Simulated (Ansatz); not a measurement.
Sb2Au: projected DOS by orbital

```
CELL_PARAMETERS angstrom
0.00000 3.32800 3.32800
3.32800 0.00000 3.32800
3.32800 3.32800 0.00000
ATOMIC_POSITIONS crystal
Sb 0.25000 0.25000 0.25000
Sb 0.75000 0.75000 0.75000
Au 0.00000 0.00000 0.00000
```

Atom numbers follow the list: Sb1, Sb2, Au3.

The cell is COD entry 9009002, as deposited and not checked against the literature; nothing was relaxed.

No spin–orbit coupling, which matters for the heavy atoms here.

All numbers below come from Ansatz 0.2.0, DFT, LDA, all-electron LAPW, scalar-relativistic.

Settings: a Γ-centred 9×9×9 k mesh, Fermi–Dirac smearing of 0.08 eV, basis error target 1 meV/atom, no spin polarisation.

States per eV for one atom of each kind, in 0.4 eV bins named by their centres, from the Fermi level, projected on a minimal set of Löwdin-orthogonalised atomic shells; orbitals are real harmonics on the Cartesian axes, equal curves share a column, and empty bins are left out, as is all above 6.5 eV, near the top of the computed bands.

Au3 5d:

```
# E all dz2=dx2-y2 dxz=dyz=dxy
-11.9 0.01 0.00 0.00
-11.5 0.02 0.00 0.01
-11.1 0.05 0.00 0.02
-10.7 0.07 0.00 0.02
-10.3 0.11 0.00 0.04
-9.9 0.25 0.00 0.08
-9.5 0.19 0.00 0.06
-9.1 0.11 0.00 0.04
-8.7 0.07 0.00 0.02
-8.3 0.04 0.00 0.01
-7.9 0.02 0.00 0.01
-7.5 0.03 0.01 0.00
-7.1 0.10 0.05 0.00
-6.7 0.43 0.09 0.08
-6.3 4.31 0.41 1.16
-5.9 3.19 0.25 0.90
-5.5 5.02 1.58 0.62
-5.1 5.04 1.80 0.48
-4.7 1.70 0.24 0.41
-4.3 0.67 0.07 0.18
-3.9 0.50 0.13 0.08
-3.5 0.36 0.10 0.06
-3.1 0.30 0.06 0.06
-2.7 0.25 0.04 0.06
-2.3 0.23 0.03 0.06
-1.9 0.26 0.02 0.07
-1.5 0.25 0.02 0.07
-1.1 0.09 0.00 0.03
-0.7 0.11 0.01 0.03
-0.3 0.11 0.01 0.03
0.1 0.12 0.00 0.04
0.5 0.20 0.01 0.06
0.9 0.19 0.02 0.05
1.3 0.12 0.01 0.03
1.7 0.10 0.01 0.03
2.1 0.08 0.01 0.02
2.5 0.06 0.00 0.02
2.9 0.04 0.00 0.01
3.3 0.04 0.00 0.01
3.7 0.02 0.00 0.01
4.1 0.01 0.00 0.00
4.5 0.01 0.00 0.00
4.9 0.01 0.00 0.00
5.3 0.01 0.00 0.00
```

Sb1 5p:

```
# E all pz=px=py
-12.7 0.01 0.00
-12.3 0.02 0.01
-11.9 0.04 0.01
-11.5 0.06 0.02
-11.1 0.09 0.03
-10.7 0.07 0.02
-10.3 0.09 0.03
-9.9 0.09 0.03
-9.5 0.05 0.02
-9.1 0.03 0.01
-8.7 0.02 0.01
-8.3 0.01 0.00
-7.5 0.05 0.02
-7.1 0.20 0.07
-6.7 0.27 0.09
-6.3 0.91 0.30
-5.9 0.51 0.17
-5.5 0.27 0.09
-5.1 0.19 0.06
-4.7 0.22 0.07
-4.3 0.21 0.07
-3.9 0.40 0.13
-3.5 0.43 0.14
-3.1 0.44 0.15
-2.7 0.45 0.15
-2.3 0.49 0.16
-1.9 0.64 0.21
-1.5 0.65 0.22
-1.1 0.25 0.08
-0.7 0.31 0.10
-0.3 0.35 0.12
0.1 0.38 0.13
0.5 0.65 0.22
0.9 0.81 0.27
1.3 0.64 0.21
1.7 0.73 0.24
2.1 0.86 0.29
2.5 0.72 0.24
2.9 0.62 0.21
3.3 0.59 0.20
3.7 0.29 0.10
4.1 0.16 0.05
4.5 0.04 0.01
4.9 0.04 0.01
5.3 0.05 0.02
5.7 0.04 0.01
6.1 0.03 0.01
```

Sb1 5s:

```
# E all
-12.7 0.09
-12.3 0.15
-11.9 0.21
-11.5 0.29
-11.1 0.44
-10.7 0.54
-10.3 0.53
-9.9 0.64
-9.5 0.35
-9.1 0.17
-8.7 0.09
-8.3 0.05
-7.9 0.02
-7.5 0.01
-7.1 0.02
-6.7 0.02
-6.3 0.03
-5.9 0.04
-5.5 0.04
-5.1 0.09
-4.7 0.15
-4.3 0.09
-3.9 0.07
-3.5 0.06
-3.1 0.06
-2.7 0.05
-2.3 0.06
-1.9 0.11
-1.5 0.13
-1.1 0.05
-0.7 0.06
-0.3 0.07
0.1 0.05
0.5 0.03
0.9 0.03
1.3 0.01
1.7 0.02
2.1 0.02
2.5 0.01
2.9 0.01
3.3 0.01
```

Au3 6s:

```
# E all
-12.7 0.08
-12.3 0.10
-11.9 0.11
-11.5 0.12
-11.1 0.13
-10.7 0.07
-10.3 0.01
-9.9 0.01
-7.5 0.04
-7.1 0.16
-6.7 0.16
-6.3 0.14
-5.9 0.20
-5.5 0.14
-5.1 0.17
-4.7 0.09
-4.3 0.06
-3.9 0.07
-3.5 0.06
-3.1 0.04
-2.7 0.02
-2.3 0.01
-1.9 0.02
-1.5 0.02
-1.1 0.02
-0.7 0.04
-0.3 0.04
0.1 0.04
0.5 0.09
0.9 0.33
1.3 0.11
1.7 0.32
2.1 0.42
2.5 0.32
2.9 0.17
3.3 0.19
3.7 0.08
4.1 0.05
4.5 0.03
4.9 0.05
5.3 0.08
5.7 0.08
6.1 0.06
```
